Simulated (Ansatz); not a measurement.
A distorted cell of TiS2 (CdI2 type):

```
CELL_PARAMETERS angstrom
      3.33123     0.00000     0.00000
     -1.66562     2.88493     0.00000
      0.00000     0.00000     5.62020
ATOMIC_POSITIONS crystal
  Ti 0.00000 0.00000 0.00000
  S  0.33333 0.66667 0.25857
  S  0.66667 0.33333 0.74143
```

Method: PBE-D3(BJ) (plane waves to 420 eV, PAW, scalar-relativistic; Ansatz, a quantum-chemistry and plane-wave program). k mesh 16×16×9 (Γ-centred), Fermi-Dirac smearing 0.05 eV. Energies are smeared free energies. Compression counts positive. As the atoms are clamped, bonds stretch with the cell, which overstates energies and stresses. With partly filled bands, the response to shear is sensitive to the k mesh, so small differences along c/a are uncertain. At this level the bands of TiS2 touch or barely overlap. TiS2 is run without spin polarisation. TiS2 was relaxed with its symmetry unable to fall.

Q: What is the stress tensor (GPa)?

A: 
```
    0.8      0.0      0.0
    0.0      0.8      0.0
    0.0      0.0     -1.7
```
The pressure, a third of the trace, is 0.0 GPa.

Q: It is the relaxed cell deformed to V/V₀ = 1.000, (c/a)/(c/a)₀ = 1.027, c along z, fractional positions held. What is its energy relative to the relaxed cell?

A: 3 meV/atom.

(A scan under strain: stresses follow from slopes of the energy per volume, elastic moduli from its curvatures.)
